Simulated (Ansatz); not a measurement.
KTaO3:
Space group Pm-3m (No. 221); a = 3.990 Å, b = 3.990 Å, c = 3.990 Å, α = 90.00°, β = 90.00°, γ = 90.00°

| atom | site | symmetry | x | y | z |
|---|---|---|---|---|---|
| K | 1a | m-3m | 0.0000 | 0.0000 | 0.0000 |
| Ta | 1b | m-3m | 0.5000 | 0.5000 | 0.5000 |
| O | 3c | 4/mm.m | 0.0000 | 0.5000 | 0.5000 |

Relaxed with r²SCAN.

Problem. Give the optical modes at the zone centre with their infrared and Raman activity from DFPT, r²SCAN in the plane-wave PAW code Ansatz.

Solution. Transverse frequencies, without the LO–TO term; a row sums one degenerate level.

```csv
ω (cm⁻¹),degeneracy,IR ((D/Å)²/amu),Raman (Å⁴/amu),activity,symmetry
26i,3,152.31,0,IR,T1u
191,3,16.83,0,IR,T1u
272,3,0.00,0,silent,T2u
531,3,61.28,0,IR,T1u
```

Problem. How high does the top mode go among those that the LO–TO term moves?

Solution. 798 cm⁻¹ for q along x.

The r²SCAN relaxation kept the symmetry of its start; phonons on a q-mesh show weakly imaginary modes. The run is not spin-polarised. Spin–orbit coupling is left out wherever it is not named.

Potentials: the later of the program's two PAW sets.
